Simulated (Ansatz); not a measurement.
SnS:
```yaml
crystal:
  lattice:
    - [2.00186, -5.58836, 0.00000]
    - [2.00186, 5.58836, 0.00000]
    - [0.00000, 0.00000, 4.00393]
  atoms:
    - { symbol: Sn, position: [0.87741, 0.12259, 0.25000] }
    - { symbol: Sn, position: [0.12259, 0.87741, 0.75000] }
    - { symbol: S, position: [0.64701, 0.35299, 0.25000] }
    - { symbol: S, position: [0.35299, 0.64701, 0.75000] }
```

Relaxed with LDA.

Task: Map the electron localisation function on the plane through (0.877, 0.123, 0.250) spanned by u = [1, 1, 0] and v = [1, -1, 0] in lattice vectors, from plane-wave PAW LDA (Ansatz code).

Result: x is the fraction of u, y of v (the angle between them is 90°; rows are the nearest grid lines); atoms in the plane: Sn at (0.00, 0.00), Sn at (0.50, 0.50), S at (0.00, 0.77), S at (0.50, 0.27).
```
|000133321000123331000|
|112332210000012233211|
|333322110000011223333|
|776543100000001345677|
|999987531000135789999|
|004899742000247998400|
|026999741000147999620|
|999986310000013689999|
|665311111222111113566|
|000013455555554310000|
|000134444444444431000|
|001234420000024432100|
|001223320000023322100|
|000112233333332211000|
|000012233333332210000|
|000135789999987531000|
|001478997424799874100|
|001479996202699974100|
|001368999878999863100|
|000113578999875311000|
|554321001111100123455|
|444444310000013444444|
|113444321000123444311|
|000133321000123331000|
```
Scale: ten equal steps from 0.002 (start of '0') to 0.870 (end of '9'), in the order '0123456789'; x runs from 0.000 to 1.00, y from 0.000 (bottom) to 1.00 (top).

The density is the valence pseudo-density with augmentation charge, so density and ELF within about 1 Å of a nucleus are not all-electron values.

Space group Cmcm. The workflow started from a Materials Project entry (that database holds measured and hypothetical structures alike); the Crystallography Open Database files this formula in space group No. 63, but the cells were not matched. It is not the phase usual at ambient conditions (space group No. 62). The LDA relaxation kept the symmetry of its start; its stability against distortions is not shown here. A crystal of weakly bound layers computed without a dispersion correction: the cell and the soft elastic constants depend strongly on that. Scalar-relativistic: spin–orbit coupling is off unless named, which matters more the heavier the elements.

Potentials: the later of the program's two PAW sets.
